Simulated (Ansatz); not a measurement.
# Settings and field gradients in CdSe with Au replacing Cd

Cell: a supercell of CdSe (wurtzite type, P6_3mc) built from a COD entry (the entry's cell lengths or inner coordinates differ somewhat from later room-temperature determinations), with all atoms left at the host's positions.

Space group P3m1 (No. 156); a = 8.6000, c = 14.0400 Å, γ = 120.00°.

| site | Wyckoff | site symmetry | x | y | z |
| --- | --- | --- | --- | --- | --- |
| Au | 1a | 3m. | 0.0000 | 0.0000 | 0.0000 |
| Cd2 | 1a | 3m. | 0.0000 | 0.0000 | 0.5000 |
| Cd3 | 3d | .m. | 0.0000 | 0.5000 | 0.0000 |
| Cd4 | 3d | .m. | 0.0000 | 0.5000 | 0.5000 |
| Cd9 | 3d | .m. | 0.1667 | 0.8333 | 0.2500 |
| Cd10 | 3d | .m. | 0.1667 | 0.8333 | 0.7500 |
| Cd15 | 1c | 3m. | 0.6667 | 0.3333 | 0.2500 |
| Cd16 | 1c | 3m. | 0.6667 | 0.3333 | 0.7500 |
| Se17 | 1a | 3m. | 0.0000 | 0.0000 | 0.1925 |
| Se18 | 1a | 3m. | 0.0000 | 0.0000 | 0.6925 |
| Se19 | 3d | .m. | 0.0000 | 0.5000 | 0.1925 |
| Se20 | 3d | .m. | 0.0000 | 0.5000 | 0.6925 |
| Se25 | 3d | .m. | 0.1667 | 0.8333 | 0.4425 |
| Se26 | 3d | .m. | 0.1667 | 0.8333 | 0.9425 |
| Se31 | 1c | 3m. | 0.6667 | 0.3333 | 0.4425 |
| Se32 | 1c | 3m. | 0.6667 | 0.3333 | 0.9425 |

One atom of each set is listed.

Reference run. Level of theory: DFT, PBE, plane waves and PAW, scalar-relativistic, 420 eV cutoff, Γ-centred 3×3×2 k-points, Fermi–Dirac smearing 0.01 eV, cell charge +1 (Ansatz 0.2.0).

It gives V_zz (10²¹ V/m²) Au -4.76 (η 0.00), Se26 11.76 (η 0.57), Cd10 3.61 (η 0.01), among others. Each of these runs changes the input as listed (caps on SCF iterations aside):

A. scf.mixing.preconditioner: not typed → kerker_dos
B. kpoints.mp_grid.grid: [3, 3, 2] → [1, 1, 1]

**Question.** How does each run end, and how far do the gradients move?

**Answer.** 

```json
{"run": "A", "Au V_zz (η)": "-4.75 (0.00)", "Se26 V_zz (η)": "11.76 (0.57)", "Cd10 V_zz (η)": "3.61 (0.01)", "largest change of a gradient tensor, all atoms": "0.00", "note": "converged"}
{"run": "B", "Au V_zz (η)": "-9.11 (0.00)", "Se26 V_zz (η)": "7.22 (0.21)", "Cd10 V_zz (η)": "6.09 (0.01)", "largest change of a gradient tensor, all atoms": "8.93", "note": "converged; mesh coarser than the reference's"}
```

Run B moves them most, on Se18 (V_zz from -2.17 to 6.76); against its own size the tensor moves most on Se25 among sites above 0.3 (by 8.00, V_zz from 0.86 to 8.51).

On the reference run: The run isn't spin-polarised, and a state with spin may lie lower. The defect repeats with the cell of 32 atoms, so it feels its images: sites between two images don't show the values beside a lone defect, and zeros or small values of η there can come from the images' arrangement. Cd and Se carry a gradient in the pure host already, so the values there aren't the defect's effect alone. A uniform background compensates the cell's charge. The defect cell has no gap above 0.1 eV on its mesh, so the values can hang on the smearing and the k-mesh. Spin–orbit coupling is left out, which shifts gradients on Au by a few per cent in wide-gap crystals, and can shift them far more where the calculated gap is small or absent, as here. The neighbours have not yet relaxed around the defect (largest force 0.67 eV/Å), so a real crystal will differ.
